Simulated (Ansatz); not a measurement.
# What one resistivity implies

Screening note. Surface loss at microwave frequencies, Drude damping in the near infrared and electronic heat conduction all follow from the resistivity and the plasma energy of a metal.

The yardstick is fcc Al. Frequency 100 GHz, photon energy 0.8 eV, T = 300 K, Lorenz number 2.44×10⁻⁸ WΩ/K². All rows are cubic metals, run without spin polarisation.

**Data**

Levels of theory (Ansatz, a plane-wave PAW program): resistivity, plasma energy, N(E_F): LDA, Boltzmann equation with harmonic phonons, 300 K, mean over directions.

The figures follow from the printed values by these rules: R_s = √(πfμ₀ρ) = 6.283 mΩ × √(f ρ); ħγ = ħε₀ω_p²ρ = 0.1345 meV × (ħω_p)² ρ; quality = ω/γ; κ_e = L₀T/ρ = 732/ρ.

| crystal | ρ (μΩ·cm) | ħω_p (eV) | N(E_F) (states/eV/atom) | surface resistance (mΩ) | damping ħγ (meV) | Drude quality | electronic κ (W/(m·K)) |
|---|---|---|---|---|---|---|---|
| fcc Al, reference | 2.4 | 12.5 | 0.39 | 97 | 50.4 | 16 | 310 |
| RuAl (CsCl type) | 6.4 | 8.0 | 0.77 | 160 | 55.1 | 15 | 110 |
| fcc Au | 2.3 | 9.0 | 0.28 | 95 | 25.1 | 32 | 320 |
| TiC (rock salt) | 12 | 3.6 | 0.14 | 220 | 20.9 | 38 | 61 |
| bcc Mo | 5.3 | 9.1 | 0.58 | 140 | 59.0 | 14 | 140 |
| fcc Ag | 1.6 | 9.4 | 0.26 | 79 | 19.0 | 42 | 460 |

Spin–orbit coupling is left out unless named.

**Worked example**

Worked for fcc Au:

- R_s = 6.283 × √(100 × 2.3) = 95 mΩ
- ħγ = 0.1345 × 9.0² × 2.3 = 25.1 meV
- Drude quality: 800/25.1 = 32
- κ_e = 732/2.3 = 320 W/(m·K)

**Result**

Ranking by Drude quality, highest first: fcc Ag (42 ± 7.9) ≈ TiC (38 ± 7.2) ≈ fcc Au (32 ± 6.0), fcc Al (16 ± 3.0) ≈ RuAl (15 ± 2.8) ≈ bcc Mo (14 ± 2.6). The ± follows from allowances picked for this note (resistivity 12 %, plasma energy 4 %, 12 % for the model), carried to first order and added in quadrature; ≈ joins neighbours closer than their two ± added in quadrature. On this figure 3 of 5 candidates do clearly better than the reference.

Wanted are high Drude quality and high plasma energy; no other row betters these on both counts: fcc Al (16, 12.5); fcc Ag (42, 9.4). The reference is on the front.

The usual expectation is that resistivity rises with N(E_F) (a high density of slow d states gives more final states to scatter into without carrying much current). These rows show no such trend (rank correlation 0.14 over 6 rows); without TiC it is 1.00.

**Caveats**

Only phonon scattering is included, so films lose more. Interband absorption, often the larger optical loss, is outside the Drude quality. Resistivities move by up to 12 % from half the mesh. The rows are a sample of cubic metals; oxides, V to Ni (no spin in these runs) and Tl, Pb, Bi were not drawn. Limits of the draw: cubic metals without O, V to Ni, Tl, Pb or Bi. As a rule kept out of such tables: 4f compounds, open-shell compounds run without a Hubbard term, cells found unstable in the tests at hand, cells close to a higher symmetry, and runs set to a pressure or over 12 % in volume from the crystal's fullest run.
